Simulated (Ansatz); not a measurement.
HfSi:
```
CELL_PARAMETERS angstrom
      6.86238     0.00000     0.00000
      0.00000     3.77470     0.00000
      0.00000     0.00000     5.22581
ATOMIC_POSITIONS crystal
  Hf 0.67547 0.25000 0.37395
  Hf 0.32453 0.75000 0.62605
  Hf 0.82453 0.75000 0.87395
  Hf 0.17547 0.25000 0.12605
  Si 0.54301 0.25000 0.86096
  Si 0.45699 0.75000 0.13904
  Si 0.95699 0.75000 0.36096
  Si 0.04301 0.25000 0.63904
```

Relaxed with r²SCAN. Special points in fractions of this cell's reciprocal vectors: Γ (0.000, 0.000, 0.000); X (0.500, 0.000, 0.000); S (0.500, 0.500, 0.000); Y (0.000, 0.500, 0.000); Z (0.000, 0.000, 0.500); U (0.500, 0.000, 0.500); R (0.500, 0.500, 0.500); T (0.000, 0.500, 0.500).

Problem. List the band energies nearest the Fermi level at these points for plane-wave PAW r²SCAN with spin–orbit coupling (Ansatz code).

Solution. In eV from the Fermi level; about four levels below and three above (degenerate sets whole), none deeper than 8.9 eV; points with the same levels are listed once.

| k | below | above |
|---|---|---|
| Γ | -0.30 -0.30 -0.21 -0.21 | 0.37 0.37 0.75 0.75 |
| X | -0.61 -0.61 -0.61 -0.61 | 0.10 0.10 0.10 0.10 |
| S | -2.11 -2.11 -2.11 -2.11 | 3.10 3.10 3.10 3.10 |
| Y | -1.90 -1.90 -1.90 -1.90 | 2.25 2.25 2.25 2.25 |
| Z | -0.30 -0.30 -0.30 -0.30 | 0.92 0.92 0.92 0.92 |
| U | -0.81 -0.81 -0.81 -0.81 | 0.58 0.58 0.58 0.58 |
| R | -1.76 -1.76 -1.76 -1.76 | 2.04 2.04 2.04 2.04 |
| T | -0.57 -0.57 -0.57 -0.57 | 0.03 0.03 0.03 0.03 |

Space group Pnma. The workflow started from a Materials Project entry (that database holds measured and hypothetical structures alike); the Crystallography Open Database files this formula in space group No. 62, but the cells were not matched. Its standing as an ambient phase is unchecked. The cell was relaxed with r²SCAN under the symmetry of its start; whether a distortion lowers the energy is not shown. The run is not spin-polarised.

Potentials: the later of the program's two PAW sets.
